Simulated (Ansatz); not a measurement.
input.yaml (Ansatz)

```yaml
crystal:
  lattice:
    - [6.4182827161, 0.0, 0.0]
    - [0.0, 6.4182827161, 0.0]
    - [0.0, 0.0, 6.4182827161]
  atoms:
    - { symbol: Te, position: [1.0, 0.0, 1.0] }
    - { symbol: Te, position: [0.5, 0.5, 0.5] }
    - { symbol: Te, position: [0.25, 1.0, 0.5] }
    - { symbol: Te, position: [0.75, 0.0, 0.5] }
    - { symbol: Te, position: [0.5, 0.25, 0.0] }
    - { symbol: Te, position: [0.5, 0.75, 0.0] }
    - { symbol: Te, position: [0.0, 0.5, 0.25] }
    - { symbol: Te, position: [0.0, 0.5, 0.75] }
hamiltonian:
  xc: blyp
  pseudopotentials:
    kind: paw
    azcp:
      Te: "pseudopotentials/Te.paw.azcp"
basis:
  ecutwfc: 420
  fft_grid_basis: typed
kpoints:
  mp_grid: { grid: [5, 5, 5], shift: [0, 0, 0] }
magnetization:
  spin_polarized: false
scf:
  occupations: { method: fermi_dirac, width: 0.1 }
```

and its output:

```
Engine: ansatz 0.2.0, aarch64-unknown-linux-gnu
Pseudopotentials: kind: paw
Pseudopotential: Te, paw, valence charge 16, recommended cutoff 420 eV (normal) 
Functional definition: BLYP
  parameter beta = 0.0042
  parameter a = 0.04918
  parameter b = 0.132
  parameter c = 0.2533
  parameter d = 0.349
  exchange = b88_x(beta = beta)
  correlation = lyp_c(a = a, b = b, c = c, d = d)
Crystal: 8 atoms, lattice volume = 264.397 Å³
Basis set: ecut = 420 eV, 5185 PW (Γ), exchange–correlation on 90×90×90 points (8 copies of the dense FFT grid, shifted against one another)
Bands: 72, of which v1, the nominal top of the filled ones, is band 64 counted from 1 (63 counted from 0)
Symmetry: 48 space group operations
Space group: Pm-3n (ITA 223), of the structure as read, at distance tolerance 6.4e-5 Å
k-points: 10 of 125
Non-local potential: Te, projectors of the file, l = 0: 2, l = 1: 2, l = 2: 2, l = 3: 2
PAW form: soft (Blöchl's): semilocal exchange-correlation on the pseudo side does not see the compensation charge
PAW frozen core: Te, regenerated for the run's functional, and the local potential with it (the file was generated under x = pbe(κ = 0.804, μ = 0.2195149727645171), c = pbe(β = 0.06672455060314922))
PAW one-centre angular grid: Te, 590 points (default); XC on 64 Gauss nodes
Initial density: superposition of atomic densities (neutral atoms: chi_scale 0, normalization atom), corrected by the library's trained network
Initial wavefunctions: pseudopotential atomic-orbital guess
Functional: x = b88, c = lyp
SCF iter   1: F=—  HF=-55972.553839 eV  |F-HF|=—  |Δ(HF+E_count)|=         —  Δρ=6.19e-3  dr2=1.28e-1  ethr=1.77e-3  ⟨swp⟩=9.1  Hψ=5995  notcnv=0  defer=9
automatic band count: the SCF goes on with 80 bands, as 72 were too few: the levels above may hold too much charge
SCF iter   2: F=—  HF=-55972.527904 eV  |F-HF|=—  |Δ(HF+E_count)|=   2.59e-2  Δρ=4.01e-3  dr2=5.44e-2  ethr=9.97e-5  ⟨swp⟩=1.6  Hψ=943  notcnv=0  defer=11
SCF iter   3: F=—  HF=-55972.513483 eV  |F-HF|=—  |Δ(HF+E_count)|=   1.44e-2  Δρ=1.05e-3  dr2=2.93e-3  ethr=4.25e-5  ⟨swp⟩=2.0  Hψ=1006  notcnv=0  defer=11
SCF iter   4: F=—  HF=-55972.512384 eV  |F-HF|=—  |Δ(HF+E_count)|=   1.10e-3  Δρ=5.82e-4  dr2=7.08e-4  ethr=2.29e-6  ⟨swp⟩=3.0  Hψ=1588  notcnv=0  defer=11
SCF iter   5: F=—  HF=-55972.512443 eV  |F-HF|=—  |Δ(HF+E_count)|=   5.96e-5  Δρ=1.18e-4  dr2=4.55e-5  ethr=5.53e-7  ⟨swp⟩=2.1  Hψ=1417  notcnv=0  defer=11
SCF iter   6: F=—  HF=-55972.512396 eV  |F-HF|=—  |Δ(HF+E_count)|=   4.77e-5  Δρ=3.65e-5  dr2=3.68e-6  ethr=3.55e-8  ⟨swp⟩=2.0  Hψ=1408  notcnv=0  defer=11
SCF iter   7: F=-55972.512394 eV  HF=-55972.512394 eV  |F-HF|=1.47e-8  |Δ(HF+E_count)|=   1.68e-6  Δρ=4.63e-6  dr2=7.24e-8  ethr=7.81e-11  ⟨swp⟩=2.0  Hψ=2483  notcnv=0
SCF 1 converged in 7 iterations: F = -55972.512394 eV  dr2 = 7.24e-8
SCF converged after 7 iterations
Free energy (F): -55972.512394 eV
Harris-Foulkes:  -55972.512394 eV  (|F-HF|=1.47e-8)
Internal energy: -55972.107923 eV  (E = F + TS)
E sigma→0 (E₀):  -55972.310159 eV
Entropy (-TS):   -0.404471 eV (-50.559 meV/atom)
Fermi energy:    9.088665 eV
--- Per-component energies (eV) ---
  E_band       = -2024.116170
  E_kinetic    = 1441.015282
  E_local      = -9356.260345  (includes V_loc(G=0)·N_el)
  E_nonlocal   = -2500.851496
  E_hartree    = 6104.776799
  E_xc         = -972.993602
  E_vxc        = -802.525990  (∫ρ·V_xc dr)
  E_paw        = -37446.729569  (= ΣΔE_a)
  E_vpaw       = -3015.036784  (= ΣTr[D̂ρ^β])
  E_aug_tail   = -0.002061  (compensation charges beyond the density's cutoff)
  E_ewald      = -13240.842159
  E_core_change = -0.220773  (= ΣΔE_core)
  E_smearing   = -0.404471  (= −TS)
  E_closure    = -0.000000  (closes the sum)
  Σ components = -55972.512394   (vs F -55972.512394, Δ=0.00e0)
```

Command:

```sh
ansatz run input.yaml --threads 4 --pin off --max-ram 8192MiB --backend cpu --events-out ev --progress --plain --runs-dir out
```

On 4 threads of Arm Neoverse V1 (shared host) this took about 3.2 s of wall time and 12 s of CPU time, with 0.76 GiB at the peak.
